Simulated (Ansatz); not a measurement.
V (bcc (W type), Im-3m) at seven volumes, DFT-LDA in the program Ansatz with PAW potentials, scaled uniformly. One row is withheld.

```
V (Å³/atom)  P (GPa)
-----------  -------
11.398             ?
11.773         14.57
12.149          6.76
12.525         -0.01
12.901         -5.89
13.276        -10.97
13.652        -15.37
```

Question: Fit the shown pressures and predict the withheld one.

Answer: Third-order Birch–Murnaghan: P = (3/2)B₀(x^(7/2) − x^(5/2))[1 + (3/4)(B′ − 4)(x − 1)] with x = (V₀/V)^(2/3). Least squares on the six rows gives V₀ = 12.524 Å³/atom, B₀ = 209.8 GPa, B′ = 3.77. At V = 11.398, x = 1.0648 and P = 23.60 GPa. The run itself gave 23.59 GPa.

The LDA relaxation kept the symmetry of its start. No spin polarisation was allowed.

Potentials: the earlier of the program's two PAW sets. The files were generated under PBE; for other functionals the program regenerates the frozen cores, and for LDA and PBEsol the local potential too.
